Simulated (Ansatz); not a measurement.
Notes on BaMnGe

```xyz
6
Lattice="4.4552 0.0000 0.0000 0.0000 4.4552 0.0000 0.0000 0.0000 7.8411" Properties=species:S:1:pos:R:3 pbc="T T T"
Mn    0.0000    0.0000    0.0000
Mn    2.2276    2.2276    0.0000
Ba    2.2276    0.0000    5.2379
Ba    0.0000    2.2276    2.6033
Ge    2.2276    0.0000    1.4937
Ge    0.0000    2.2276    6.3474
```

Single point in Ansatz 0.2.0 with PBEsol, spin-orbit coupling. Cutoff 420 eV, PAW datasets, 7×7×4 Γ-centred k mesh, gaussian filling (width 0.0278 eV).

The state carries no moments; the state need not be the lowest.

**Question.** Is the cell too large or too small?

**Answer.** The pressure is -9.7 GPa (compression positive), so with the atoms held at these fractions the cell would first shrink; the forces are large, so a full relaxation may end otherwise. The principal stresses -10.1, -10.1, -8.9 GPa differ, so its shape would change too.

**Question.** Which element gives electrons and which takes them?

**Answer.** Bader charges in e: Ba +0.99, Mn +0.07, Ge -1.07. In the mean Ba gives up most and Ge takes most.

**Question.** Metal or insulator?

**Answer.** It is a metal, with about 12 states/eV a cell as the mean within 0.25 eV of the Fermi level, mostly Mn d (83 %).

**Question.** Where is the largest force?

**Answer.** The largest is on Ge5 (and as large on other atoms): 2.03 eV/Å, components (0.00, 0.00, -2.03). It makes 56° with the line to a nearest neighbour, Mn1 at 2.68 Å.

Origin: a database entry at a rescaled volume. Caveats: started without moments under time reversal, so no moment could form; forces this large suggest misplaced atoms in the database entry; atoms or cell far from equilibrium.
